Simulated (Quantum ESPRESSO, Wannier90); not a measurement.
# LiNbO$_{2}$ (P6₃/mmc): Wannier90 run

Materials Project entry mp-3924; symmetrised, unrelaxed at this level. COD (Crystallography Open Database) has an entry of this formula and space group (matched by these alone). Level: LDA, no spin polarisation, no spin-orbit coupling; pw.x of Quantum ESPRESSO at 68 Ry with PseudoDojo potentials, 6×6×4 k-points, Wannier90. Density: 12×12×4 mesh, cold smearing 0.01 Ry.

```
begin unit_cell_cart
ang
    2.9217801281    0.0000000000    0.0000000000
   -1.4608900640    2.5303358152    0.0000000000
    0.0000000000    0.0000000000   10.4510300000
end unit_cell_cart
mp_grid = 6 6 4
```

Problem. Which shells of neighbouring k-points and which b-vectors and weights does Wannier90 pick for this cell and mesh?

Solution. 
```
 *---------------------------------- K-MESH ----------------------------------*
 +----------------------------------------------------------------------------+
 |                    Distance to Nearest-Neighbour Shells                    |
 |                    ------------------------------------                    |
 |          Shell             Distance (Ang^-1)          Multiplicity         |
 |          -----             -----------------          ------------         |
 |             1                   0.150301                      2            |
 |             2                   0.300601                      2            |
 |             3                   0.413857                      6            |
 |             4                   0.440304                     12            |
 |             5                   0.450902                      2            |
 |             6                   0.511506                     12            |
 |             7                   0.601202                      2            |
 |             8                   0.612038                     12            |
       ... (lines left out)
 +----------------------------------------------------------------------------+
 | The b-vectors are chosen automatically                                     |
 | The following shells are used:                       1,  3                 |
 +----------------------------------------------------------------------------+
 |                        Shell   # Nearest-Neighbours                        |
 |                        -----   --------------------                        |
 |                          1               2                                 |
 |                          2               6                                 |
 +----------------------------------------------------------------------------+
 | Completeness relation is fully satisfied [Eq. (B1), PRB 56, 12847 (1997)]  |
 +----------------------------------------------------------------------------+
 |                  b_k Vectors (Ang^-1) and Weights (Ang^2)                  |
 |                  ----------------------------------------                  |
 |            No.         b_k(x)      b_k(y)      b_k(z)        w_b           |
 |            ---        --------------------------------     --------        |
 |             1         0.000000    0.000000    0.150301    22.133416        |
 |             2         0.000000    0.000000   -0.150301    22.133416        |
 |             3         0.000000    0.413857    0.000000     1.946157        |
 |             4         0.358411    0.206929    0.000000     1.946157        |
 |             5         0.000000   -0.413857    0.000000     1.946157        |
 |             6         0.358411   -0.206929    0.000000     1.946157        |
 |             7        -0.358411   -0.206929    0.000000     1.946157        |
 |             8        -0.358411    0.206929    0.000000     1.946157        |
```
